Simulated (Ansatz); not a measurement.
Calculated Al-27 NMR of the central transition for CsAlF₄

Cell: a structure deposited in the COD, its atoms then relaxed with PBE in this cell.

Space group P-62m (No. 189); a = 9.5000, c = 3.7130 Å, γ = 120.00°.

```csv
site,Wyckoff,site symmetry,x,y,z
Cs,3g,m2m,0.5685,0.0000,0.5000
Al,3f,m2m,0.2190,0.0000,0.0000
F7,6j,m..,0.4245,0.1585,0.0000
F13,3g,m2m,0.2104,0.0000,0.5000
F16,3f,m2m,0.8439,0.0000,0.0000
```

One atom of each set is listed.

Computed with Ansatz: DFT, PBE, plane waves and PAW, with spin–orbit coupling, 420 eV cutoff, Γ-centred 3×3×7 k-points, Fermi–Dirac smearing 0.02 eV.

Al-27 has I = 5/2 and Q = 146.6 mb (Pyykkö 2018); at 35.2 T its Larmor frequency is ν₀ = 390.8 MHz. Only the quadrupole interaction is simulated: positions count from each site's isotropic chemical shift, and J coupling is left out, as are shift anisotropy and dipolar coupling, which fast spinning averages.

Task: Give C_Q, η, the quadrupolar product P_Q = |C_Q|(1 + η²/3)^½, the second-order isotropic shift and the breadth of the pattern (fast magic-angle spinning) for each Al site.

Result: 

```
site         first shell  C_Q (MHz)     η  P_Q (MHz)  δ_QIS (ppm)  breadth (kHz)
  Al  6 F at 1.77–1.86 Å       5.69  0.28       5.77        -1.31           1.17
```

δ_QIS = −(ν_Q²/30ν₀²)[I(I+1) − 3/4](1 + η²/3) × 10⁶ ppm with ν_Q = 3|C_Q|/[2I(2I−1)]; it falls as 1/B₀² in ppm, and the breadth as 1/B₀ in kHz.
